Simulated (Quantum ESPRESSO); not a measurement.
In3CuTa3W, input and log of a self-consistent run

Simulated, not a measurement. The program is pw.x of Quantum ESPRESSO 7.5 (plane-wave density functional theory). The cell is made up: eight metal atoms on a face-centred cubic lattice, with elements, volume, strain and displacements drawn at random and not relaxed, so it may be unstable or far from any real phase. PseudoDojo standard norm-conserving files set the functional (PBE unless stated); there is no spin polarisation or spin-orbit coupling, the Fermi-Dirac width of 0.25 eV means electrons at about 2900 K, and the masses in the input are unused placeholders. The copper pseudopotential is less sure than most, with forces differing by about three percent and pressure by about two GPa from a second method on plain copper. Heavy elements are run without spin-orbit coupling, which real alloys of them have. A spin test at this wide smearing found no moment, but such smearing suppresses magnetism that the real alloy may have.

Input:

```
&control calculation='scf', pseudo_dir='./dojo.nc.sr.pbe.v0_5.standard.upf', outdir='./o', disk_io='minimal', tprnfor=.true., tstress=.true. /
&system ibrav=0, nat=8, ntyp=4, nbnd=69, ecutwfc=92.02030273, nosym=.true., tot_charge=0,
 occupations='smearing', smearing='fd', degauss=0.0183746611
/
&electrons conv_thr=1.470e-08, electron_maxstep=70, mixing_beta=0.5 /
ATOMIC_SPECIES
Cu 1.0 Cu.upf
In 1.0 In.upf
Ta 1.0 Ta.upf
W 1.0 W.upf
CELL_PARAMETERS angstrom
-0.041 0.0381 -4.1723
-4.1526 -0.0044 -0.041
2.1055 8.5904 2.0304
ATOMIC_POSITIONS angstrom
In 0.1482 -0.0624 -0.0984
Cu -1.8986 2.0337 -0.0481
In 0.2892 4.3405 -0.1277
Ta -1.9874 6.5955 -0.0426
W -2.1884 -0.0814 -2.1562
Ta 0.0073 2.1716 -2.0166
Ta -2.2131 4.2775 -2.1017
In 0.0068 6.5905 -2.086
K_POINTS automatic
6 6 3 1 1 1
```

The log is shortened where brackets say so; the opening notice, blank lines, dates and the lines on written files are dropped, and the path of the files is cut. It prints rydbergs, bohrs and kilobars, and counts compression as positive stress. Its total energy is the free energy E - TS of the whole cell.

```
     Program PWSCF v.7.5
     Parallel version (MPI & OpenMP), running on       4 processor cores
     Number of MPI processes:                 4
     Threads/MPI process:                     1
     [start-up lines left out]
     bravais-lattice index     =            0
     lattice parameter (alat)  =       7.8852  a.u.
     unit-cell volume          =    1006.1873 (a.u.)^3
     number of atoms/cell      =            8
     number of atomic types    =            4
     number of electrons       =       111.00
     number of Kohn-Sham states=           69
     kinetic-energy cutoff     =      92.0203  Ry
     charge density cutoff     =     368.0812  Ry
     scf convergence threshold =      1.5E-08
     mixing beta               =       0.5000
     number of iterations used =            8  plain     mixing
     Exchange-correlation= PBE
                           (   1   4   3   4   0   0   0)
     [axes and pseudopotential details left out]
   Cartesian axes
     site n.     atom                  positions (alat units)
         1        In     tau(   1) = (   0.0355168  -0.0149544  -0.0235820  )
         2        Cu     tau(   2) = (  -0.4550078   0.4873851  -0.0115274  )
         3        In     tau(   3) = (   0.0693081   1.0402199  -0.0306039  )
         4        Ta     tau(   4) = (  -0.4762891   1.5806406  -0.0102093  )
         5        W      tau(   5) = (  -0.5244597  -0.0195079  -0.5167428  )
         6        Ta     tau(   6) = (   0.0017495   0.5204335  -0.4832871  )
         7        Ta     tau(   7) = (  -0.5303791   1.0251217  -0.5036816  )
         8        In     tau(   8) = (   0.0016296   1.5794423  -0.4999191  )
     number of k points=    54  Fermi-Dirac smearing, width (Ry)=  0.0184
                       cart. coord. in units 2pi/alat
        k(    1) = (  -0.0830600   0.1205592  -0.0814237), wk =   0.0370370
        k(    2) = (  -0.0826884  -0.2026581  -0.0843789), wk =   0.0370370
     [further k points left out]
     Dense  grid:   119931 G-vectors     FFT dimensions: (  50,  48, 108)
     Estimated max dynamical RAM per process >     440.33 MB
     Estimated total dynamical RAM >       1.63 GB
     Initial potential from superposition of free atoms
     starting charge     110.9847, renormalised to     111.0000
     Starting wfcs are   77 randomized atomic wfcs
     total cpu time spent up to now is        6.7 secs
     per-process dynamical memory:   350.3 Mb
     Self-consistent Calculation
     iteration #  1     ecut=    92.02 Ry     beta= 0.50
     Davidson diagonalization with overlap
     ethr =  1.00E-02,  avg # of iterations =  3.0
     total cpu time spent up to now is       23.1 secs
     total energy              =   -1312.26615295 Ry
     estimated scf accuracy    <      11.27604836 Ry
     iteration #  2     ecut=    92.02 Ry     beta= 0.50
     Davidson diagonalization with overlap
     ethr =  1.00E-02,  avg # of iterations =  3.1
     total cpu time spent up to now is       42.6 secs
     total energy              =   -1312.21485892 Ry
     estimated scf accuracy    <      96.24370076 Ry
     iteration #  3     ecut=    92.02 Ry     beta= 0.50
     Davidson diagonalization with overlap
     ethr =  1.00E-02,  avg # of iterations =  5.2
     total cpu time spent up to now is       63.3 secs
     total energy              =   -1319.23043604 Ry
     estimated scf accuracy    <      18.75825007 Ry
     iteration #  4     ecut=    92.02 Ry     beta= 0.50
     Davidson diagonalization with overlap
     ethr =  1.00E-02,  avg # of iterations =  2.0
     total cpu time spent up to now is       78.0 secs
     total energy              =   -1320.30303297 Ry
     estimated scf accuracy    <       5.32394661 Ry
     iteration #  5     ecut=    92.02 Ry     beta= 0.50
     Davidson diagonalization with overlap
     ethr =  4.80E-03,  avg # of iterations =  1.4
     total cpu time spent up to now is       93.4 secs
     total energy              =   -1320.35061102 Ry
     estimated scf accuracy    <       2.83200496 Ry
     [iterations 6 to 13 left out]
     iteration # 14     ecut=    92.02 Ry     beta= 0.50
     Davidson diagonalization with overlap
     ethr =  4.37E-08,  avg # of iterations =  2.4
     total cpu time spent up to now is      262.1 secs
     total energy              =   -1319.96876894 Ry
     estimated scf accuracy    <       0.00000829 Ry
     iteration # 15     ecut=    92.02 Ry     beta= 0.50
     Davidson diagonalization with overlap
     ethr =  7.46E-09,  avg # of iterations =  4.0
     total cpu time spent up to now is      279.9 secs
     total energy              =   -1319.96876984 Ry
     estimated scf accuracy    <       0.00000129 Ry
     iteration # 16     ecut=    92.02 Ry     beta= 0.50
     Davidson diagonalization with overlap
     ethr =  1.17E-09,  avg # of iterations =  4.2
     total cpu time spent up to now is      299.5 secs
     total energy              =   -1319.96877017 Ry
     estimated scf accuracy    <       0.00000046 Ry
     iteration # 17     ecut=    92.02 Ry     beta= 0.50
     Davidson diagonalization with overlap
     ethr =  4.18E-10,  avg # of iterations =  1.2
     total cpu time spent up to now is      313.2 secs
     total energy              =   -1319.96877015 Ry
     estimated scf accuracy    <       0.00000015 Ry
     iteration # 18     ecut=    92.02 Ry     beta= 0.50
     Davidson diagonalization with overlap
     ethr =  1.38E-10,  avg # of iterations =  2.0
     total cpu time spent up to now is      328.4 secs
     End of self-consistent calculation
     [lines on levels left out]
!    total energy              =   -1319.96877017 Ry
     estimated scf accuracy    <          6.3E-09 Ry
     smearing contrib. (-TS)   =      -0.08351047 Ry
     internal energy E=F+TS    =   -1319.88525971 Ry
     The total energy is F=E-TS. E is the sum of the following terms:
     one-electron contribution =    -429.76345131 Ry
     hartree contribution      =     286.50252454 Ry
     xc contribution           =    -288.90914212 Ry
     ewald contribution        =    -887.71519082 Ry
     convergence has been achieved in  18 iterations
     Forces acting on atoms (cartesian axes, Ry/au):
     atom    1 type  2   force =    -0.06018101    0.10540071    0.05833189
     atom    2 type  1   force =    -0.00651134   -0.00295471    0.00713699
     atom    3 type  2   force =    -0.11944887   -0.03793258    0.09151917
     atom    4 type  3   force =    -0.03695464   -0.03228188   -0.03088897
     atom    5 type  4   force =     0.06474651    0.07474442    0.01985745
     atom    6 type  3   force =    -0.00794083   -0.02563037   -0.04727549
     atom    7 type  3   force =     0.14178853   -0.02659977   -0.06705001
     atom    8 type  2   force =     0.02450165   -0.05474582   -0.03163101
     Total force =     0.297848     Total SCF correction =     0.000450
     Computing stress (Cartesian axis) and pressure
          total   stress  (Ry/bohr**3)                   (kbar)     P=       38.25
   0.00007201  -0.00006147  -0.00030960           10.59       -9.04      -45.54
  -0.00006147   0.00006265   0.00020104           -9.04        9.22       29.57
  -0.00030960   0.00020104   0.00064542          -45.54       29.57       94.95
     init_run     :      6.41s CPU      6.66s WALL (       1 calls)
     electrons    :    315.43s CPU    321.64s WALL (       1 calls)
     forces       :      3.02s CPU      3.04s WALL (       1 calls)
     stress       :     10.39s CPU     10.64s WALL (       1 calls)
     [timing details left out]
     PWSCF        :   5m35.33s CPU   5m42.16s WALL
     JOB DONE.
```

In other units: free energy -17959.090 eV for the cell, pressure 3.83 GPa, largest force component 3.646 eV/Å in size. The run took 344 s of wall time with four MPI processes on a shared machine (Intel Xeon, 2023 or later, virtual cores), so the time is rough. A rerun of this cell at a higher cutoff and on a denser mesh moved values by no more than 0.004 eV in energy, 0.02 GPa in stress and 0.003 eV/Å in force, and a second program with other atomic files agreed on that cell to 2 % rms in force and 0.5 GPa in pressure.